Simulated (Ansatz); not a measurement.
All numbers below come from Ansatz, DFT PBE, scalar-relativistic, plane waves, PAW. Settings: cutoff 420 eV, Γ-centred meshes spaced at most about 0.3 Å⁻¹, and about 0.25 Å⁻¹ or finer for metals (2π included), Gaussian smearing. Collinear spin in cells that started with moments and kept them past the coarse steps, no spin elsewhere.

All energies are static (0 K, no zero-point motion). All come from trial cells, and lower structures may exist.

Task: Which of these relaxed structures of Ti3Al4Ni is the lowest in energy?
A. Space group P4/mmm (No. 123), tetragonal, a = 6.276 Å, c = 3.092 Å. Ti on a site of symmetry mmm is surrounded by 8 Al at 2.71 Å, 4 Ti at 3.09–3.14 Å and 2 Ni at 3.14 Å; Ti on a site of symmetry 4/mmm is surrounded by 8 Al at 2.90 Å and 6 Ti at 3.09–3.14 Å; Al has 2 Ni at 2.51 Å, 4 Ti at 2.71 Å, 2 Al at 2.81 Å, 2 Ti at 2.90 Å and 2 Al at 3.09 Å; Ni is surrounded by 8 Al at 2.51 Å, 2 Ni at 3.09 Å and 4 Ti at 3.14 Å.
B. Space group P4/mmm (No. 123), tetragonal, a = 4.006 Å, c = 7.641 Å. Ti on its first site has 4 Ti at 2.83 Å and 8 Al at 2.84 Å; Ti on its second site has 8 Al at 2.69 Å and 4 Ni at 2.83 Å; around Al lie 2 Ni at 2.69 Å, 6 Ti at 2.69–2.84 Å and 4 Al at 2.83 Å; Ni is surrounded by 8 Al at 2.69 Å and 4 Ti at 2.83 Å; 1 more site not described.
C. Space group P4/mmm (No. 123), tetragonal, a = 2.836 Å, c = 15.101 Å. Ti on a site of symmetry 4mm has 8 Al at 2.83–2.86 Å and 4 Ti at 2.84 Å; Ti on a site of symmetry 4/mmm is surrounded by 4 Ti at 2.84 Å and 8 Al at 2.86 Å; Al on its first site is surrounded by 4 Ni at 2.50 Å, 4 Ti at 2.83 Å and 5 Al at 2.84–2.97 Å; around Ni lie 8 Al at 2.50 Å and 4 Ni at 2.84 Å; 1 more site not described.

Result: C. It has space group P4/mmm (No. 123); the next, A, with space group P4/mmm (No. 123), lies 59 meV/atom higher. Largest moments: C no spin, A no spin, B 0.6 μB. Counting all near atoms (those within 1.25 times the shortest distance at each site; a plus sign parts nearer from farther groups; a slash parts the counts of unlike sites), the lowest has Ti 12/12+1, Al 12/4+9, Ni 8+4 and the next has Ti 14/8+6, Al 12, Ni 8+6.

Another magnetic order may lie lower. Trial moments died out on the coarse mesh in P4/mmm; another magnetic start might hold. Cells relaxed within their symmetry can be saddle points. Some types were kept out of the candidates beforehand, so the set may lack a known form.
